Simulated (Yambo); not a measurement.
Yambo run on CaO (rock salt, space group Fm-3m, No. 225). The wavefunctions are PBEsol (Quantum ESPRESSO, PseudoDojo norm-conserving, 84 Ry, without SOC) ones on a 6×6×6 mesh (8 occupied bands); a = 3.368 Å, b = 3.368 Å, c = 3.368 Å, α = 60.00°, β = 60.00°, γ = 60.00°.

Yambo input:

```
rim_cut
gw0
dyson
el_el_corr
HF_and_locXC
ppa
em1d
RandQpts= 1000000
RandGvec= 1 Ry
EXXRLvcs= 84 Ry
VXCRLvcs= 336 Ry
Chimod= "HARTREE"
% BndsRnXp
 1 | 64 |
%
NGsBlkXp= 10 Ry
% LongDrXp
 1.0 | 1.0 | 1.0 |
%
PPAPntXp= 27.2114 eV
% GbndRnge
 1 | 64 |
%
GTermKind= "none"
DysSolver= "n"
ExtendOut
% QPkrange
 1 | 1 | 8 | 8 |
 13 | 13 | 8 | 9 |
%
```

k points by index: 1 = Γ, 13 = X.

Table of the .qp output:

```
#    K-point    Band    Eo [eV]    E [eV]    E-Eo [eV]    Vxc [eV]    Vnlxc [eV]    Sc|Eo [eV]    Sc|E [eV]    dSc/dw|Eo [eV]    Re(Z)    Im(Z)
#
    1    8    0.000000    -0.837171    -0.837171    -19.25667    -24.58239    4.261466    4.488545    -7.379882    0.786653    -0.001311
    13    8    -0.370442    -1.311778    -0.941336    -18.83502    -24.29281    4.261285    4.516447    -7.374969    0.786764    -0.001356
    13    9    3.549262    4.996498    1.447236    -11.60160    -5.966454    -3.935766    -4.187908    -4.740571    0.851634    -0.848303E-3
```
(The two width columns are left out.) Convergence of these settings isn't established.

Geometry relaxed with PBEsol.
